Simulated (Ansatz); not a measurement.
Data:

ZrZn:
Space group Pm-3m (No. 221); a = b = c = 3.3230 Å, α = β = γ = 90.00°

| atom | site | symmetry | x | y | z |
|---|---|---|---|---|---|
| Zr | 1b | m-3m | 0.5000 | 0.5000 | 0.5000 |
| Zn | 1a | m-3m | 0.0000 | 0.0000 | 0.0000 |

This is the r²SCAN-relaxed structure.

Problem. All from r²SCAN in the plane-wave PAW code Ansatz, unless another level is named. Give the density of states at the Fermi level.

Solution. 0.10 states/eV per atom (mean over ±0.08 eV).

Problem. Next, the formation energy from the elements (no fitted shifts)?

Solution. -0.33 eV/atom.

The workflow started from a Materials Project entry (that database holds measured and hypothetical structures alike); the Crystallography Open Database files this formula in space group No. 221, but the cells were not matched. Its standing as an ambient phase is unchecked. The r²SCAN relaxation kept the symmetry of its start; its stability against distortions is not shown here. The run is not spin-polarised. The references are the lowest solids computed at this level, not always the standard phases. Scalar-relativistic: spin–orbit coupling is off unless named, which matters more the heavier the elements.

Potentials: the later of the program's two PAW sets.
